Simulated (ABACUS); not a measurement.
Consider a self-consistent single point of YSiPd (Pmmn, 24 atoms in the cell; from Materials Project mp-505467).

```
YSiPd
1.0
    4.31761     0.00000     0.00000
    0.00000    13.98637     0.00000
    0.00000     0.00000     7.44396
Y Si Pd
8 8 8
Direct
  0.50000   0.74833   0.21038
  0.50000   0.25167   0.21038
  0.00000   0.75167   0.78962
  0.00000   0.24833   0.78962
  0.50000   0.00000   0.29230
  0.00000   0.50000   0.70770
  0.50000   0.50000   0.30023
  0.00000   0.00000   0.69977
  0.50000   0.64640   0.59250
  0.50000   0.35360   0.59250
  0.00000   0.85360   0.40750
  0.00000   0.14640   0.40750
  0.50000   0.09238   0.90937
  0.50000   0.90762   0.90937
  0.00000   0.40762   0.09063
  0.00000   0.59238   0.09063
  0.50000   0.60825   0.92351
  0.50000   0.39175   0.92351
  0.00000   0.89175   0.07649
  0.00000   0.10825   0.07649
  0.50000   0.15577   0.58191
  0.50000   0.84423   0.58191
  0.00000   0.34423   0.41809
  0.00000   0.65577   0.41809
```

Level of theory: Wu-Cohen GGA, PseudoDojo 0.5 standard norm-conserving PBE (tails mended) pseudopotentials (plane waves; ABACUS 3.10.1).

ABACUS settings:

* **KPT**: Gamma 3 1 2 0 0 0
* **basis_type**: pw
* **dft_functional**: GGA_X_WC+GGA_C_PBE
* **ecutwfc**: 82 Ry
* **smearing_method**: mp
* **smearing_sigma**: 0.00999582 Ry
* **potentials**: PseudoDojo 0.5 standard norm-conserving PBE (tails mended)
* **symmetry**: 1
* **symmetry_prec**: 1e-05
* **ks_solver**: dav_subspace
* **scf_nmax**: 100
* **scf_thr**: 1.0e-09 Ry
* **mixing_type**: pulay
* **mixing_beta**: 0.4

Results:

```
Quantity                                                  Result
------------------------------------------------  --------------
Number of valence electrons                                  264
Number of bands                                              159
Number of k-points after the program's reduction               4
Number of plane waves (most at a k-point)                  38064
Number of SCF iterations                                      13
FFT grid                                           48 × 160 × 81
Free energy E − TS                                -39300.3262 eV
Fermi level (on the code's own zero)                    13.84 eV
Pressure                                               -2.40 GPa
Largest force (vector length)                         0.178 eV/Å
```

Stress (GPa, positive for compression):
```
-2.53   0.00   0.00
 0.00  -2.91   0.00
 0.00   0.00  -1.78
```

For comparison: a first run (DFT, PBEsol, plane waves, PseudoDojo 0.4 standard norm-conserving PBEsol (tails mended) pseudopotentials) was changed to give this one (dft_functional: PBESOL → GGA_X_WC+GGA_C_PBE; pseudopotentials: PseudoDojo 0.4 standard norm-conserving PBEsol (tails mended) → PseudoDojo 0.5 standard norm-conserving PBE (tails mended)), and from it to this one the pressure goes from -3.25 to -2.40 GPa and the largest force goes from 0.168 to 0.178 eV/Å.

The potentials were made for another functional than the one used. The structure comes from a collection of computed structures, made at another level of theory; the collection holds predicted forms beside known ones. No clean gap shows at this smearing width and mesh (spacing up to 0.49 Å⁻¹); the mesh is coarse for partly filled bands, so the values carry mesh errors.

Cost on one core: roughly 18 core-minutes.

“Tails mended”: in these copies of the files the far tail of each local potential was reset to the Coulomb form.
